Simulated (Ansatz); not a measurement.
SiC:
```
SiC
1.0
    3.07776     0.00000     0.00000
   -1.53888     2.66541     0.00000
    0.00000     0.00000    10.07751
Si C
4 4
Direct
  0.66667   0.33333   0.93784
  0.33333   0.66667   0.43784
  0.00000   0.00000   0.68789
  0.00000   0.00000   0.18789
  0.66667   0.33333   0.74980
  0.33333   0.66667   0.24980
  0.00000   0.00000   0.50046
  0.00000   0.00000   0.00046
```

Relaxed with r²SCAN. Special points in fractions of this cell's reciprocal vectors: Γ (0.000, 0.000, 0.000); M (0.500, 0.000, 0.000); K (0.333, 0.333, 0.000); A (0.000, 0.000, 0.500); L (0.500, 0.000, 0.500); H (0.333, 0.333, 0.500).

Task: List the band energies nearest the valence-band maximum at these points for r²SCAN in the plane-wave PAW code Ansatz.

Result: In eV from the valence-band maximum; about four levels below and three above (degenerate sets whole), none deeper than 8.9 eV; points with the same levels are listed once.

| k | below | above |
|---|---|---|
| Γ | -0.61 -0.61 -0.05 0.00 0.00 | 5.64 6.24 6.84 |
| M | -2.48 -2.33 -1.65 -1.18 | 2.60 2.76 4.71 |
| K | -4.13 -2.97 -2.97 -1.76 | 4.42 4.42 5.70 |
| A | -0.22 -0.22 -0.22 -0.22 | 5.86 5.86 7.34 7.34 |
| L | -2.58 -2.58 -1.63 -1.63 | 3.04 3.04 4.68 4.68 |
| H | -2.86 -2.86 -2.56 -2.56 | 3.67 3.67 7.25 7.25 |

Space group P6_3mc (4H polytype). The cell was relaxed with r²SCAN under the symmetry of its start; phonons on a q-mesh show no instability.

Potentials: the earlier of the program's two PAW sets.
